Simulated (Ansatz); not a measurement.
Space group P4/nmm:1 (No. 129). a = 3.678 Å, b = 3.678 Å, c = 7.231 Å, α = 90.00°, β = 90.00°, γ = 90.00°
```tsv
atom	site	symmetry	x	y	z
Zr	2c	4mm	0.5000	0.0000	0.6410
V	2a	-4m2	0.0000	0.0000	0.0000
Si	2c	4mm	0.5000	0.0000	0.2439
```

Equation of state of this ZrVSi structure (not necessarily the ground state), with shape and atoms relaxed at each volume where symmetry leaves them free. It has no gap at any of these volumes. Method: DFT r2SCAN, scalar-relativistic, plane waves, PAW in Ansatz 0.2.0.

Settings: cutoff 500 eV, Γ-centred mesh 10×10×6 on the computed 6-atom cell, Gaussian smearing of 0.10 eV; no spin polarisation.

```tsv
V (Å³/atom)	E − E(largest V) (meV/atom)	P (GPa)
14.350	76.34	26.67
14.839	7.86	18.44
15.328	-37.36	11.37
15.817	-62.53	5.27
16.306	-70.38	0.01
16.796	-63.31	-4.51
17.285	-43.40	-8.40
17.937	0.00	-12.74
```

Q: Fit a third-order Birch–Murnaghan equation to E(V).

A: V0 = 16.31 Å³/atom, B0 = 162 GPa, B0' = 3.9.